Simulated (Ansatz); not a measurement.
Given:

AlCo:
```cif
data_AlCo
_chemical_formula_sum 'Al1 Co1'
_space_group_name_H-M_alt 'Pm-3m'
_space_group_IT_number 221
_space_group_name_Hall '-P 4 2 3'
_cell_length_a 2.79357
_cell_length_b 2.79357
_cell_length_c 2.79357
_cell_angle_alpha 90.000
_cell_angle_beta 90.000
_cell_angle_gamma 90.000
loop_
_atom_site_label
_atom_site_type_symbol
_atom_site_symmetry_multiplicity
_atom_site_Wyckoff_symbol
_atom_site_fract_x
_atom_site_fract_y
_atom_site_fract_z
_atom_site_occupancy
Al1 Al 1 a 0.00000 0.00000 0.00000 1
Co1 Co 1 b 0.50000 0.50000 0.50000 1
```

This is the LDA-relaxed structure.

Problem. All from LDA (plane waves, PAW; program Ansatz), unless another level is named. Predict the density of states at the Fermi level.

Solution. 0.31 states/eV per atom (mean over ±0.08 eV).

Problem. What about the formation energy from the elements (no fitted shifts)?

Solution. -677 meV/atom.

The cell was relaxed with LDA under the symmetry of its start. The run is not spin-polarised. The references are the lowest solids computed at this level, not always the standard phases.

Potentials: the earlier of the program's two PAW sets. The files were generated under PBE; for other functionals the program regenerates the frozen cores, and for LDA and PBEsol the local potential too.
